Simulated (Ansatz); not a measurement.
Ti in space group P6/mmm (No. 191; Ti on 1a, Ti on 2d) at seven volumes, the program Ansatz at the LDA level (PAW), shape and atoms relaxed at each. One row is withheld.

```csv
V (Å³/atom),P (GPa)
14.419,14.17
14.894,8.80
15.369,?
15.845,0.01
16.320,-3.57
16.795,-6.70
17.271,-9.44
```

Q: Fit the shown pressures and predict the withheld one.

A: P = (3/2)B₀(x^(7/2) − x^(5/2))[1 + (3/4)(B′ − 4)(x − 1)] with x = (V₀/V)^(2/3). Least squares on the six rows gives V₀ = 15.846 Å³/atom, B₀ = 128 GPa, B′ = 3.49. At V = 15.369, x = 1.0206 and P = 4.13 GPa. The run itself gave 4.10 GPa.

This is a known high-pressure phase of the composition, computed here at zero pressure and temperature. Symmetry was held in the LDA relaxation; its stability against distortions is not shown here. No spin polarisation was allowed.

Potentials: the later of the program's two PAW sets.
